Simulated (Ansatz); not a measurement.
WSe2 in space group P6_3/mmc (No. 194; W on 2c, Se on 4f), r²SCAN in the plane-wave PAW code Ansatz, all energies at zero smearing, with the estimated change up to a 700 eV cutoff added, with one set of potentials and settings (totals compare only within such a set). Cell of 6 atoms (2 W, 4 Se): -42710.790 eV.

```tsv
element	reference phase	E (eV/atom)
W	Im-3m, 1 atoms in the cell	-10397.2967
Se	P3_121, 3 atoms in the cell	-5478.1269
```

Formation energy per atom, worked out: (-42710.790 − 2×(-10397.2967) − 4×(-5478.1269))/6 = -0.615 eV/atom (-59 kJ per mol of atoms), at 0 K, without zero-point energy or fitted corrections.

The r²SCAN relaxation kept the symmetry of its start. No spin polarisation was allowed. A crystal of weakly bound layers computed without a dispersion correction: the cell and the soft elastic constants depend strongly on that. The references are the lowest solids computed at this level, not always the standard phases. Scalar-relativistic: spin–orbit coupling is off unless named, which matters more the heavier the elements.

Potentials: the later of the program's two PAW sets.
